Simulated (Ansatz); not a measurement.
RuW:
```cif
data_RuW
_chemical_formula_sum 'Ru1 W1'
_space_group_name_H-M_alt 'P 1'
_space_group_IT_number 1
_cell_length_a 3.58836
_cell_length_b 3.58836
_cell_length_c 3.58836
_cell_angle_alpha 60.000
_cell_angle_beta 60.000
_cell_angle_gamma 60.000
loop_
_space_group_symop_operation_xyz
  'x, y, z'
loop_
_atom_site_label
_atom_site_type_symbol
_atom_site_fract_x
_atom_site_fract_y
_atom_site_fract_z
_atom_site_occupancy
Ru1 Ru 0.00000 0.00000 0.00000 1
W1 W 0.50000 0.50000 0.50000 1
```

This is the PBEsol-relaxed structure.

Problem. All from PBEsol (plane waves, PAW; program Ansatz), unless another level is named. Give the density of states at the Fermi level.

Solution. 0.73 states/eV per atom (mean over ±0.08 eV).

Problem. What about the formation energy from the elements (no fitted shifts)?

Solution. 1.03 eV/atom.

Space group Fm-3m (rock salt). The start of the workflow was typed in or built on a structure type; neither database checked (COD, Materials Project) lists it. Whether it is the stable phase at ambient conditions was not checked. Symmetry was held in the PBEsol relaxation; its stability against distortions is not shown here. No spin polarisation was allowed. Its formation energy is positive at this level, so the cell may be metastable or incomplete. The references are the lowest solids computed at this level, not always the standard phases. Scalar-relativistic: spin–orbit coupling is off unless named, which matters more the heavier the elements.

Potentials: the later of the program's two PAW sets.
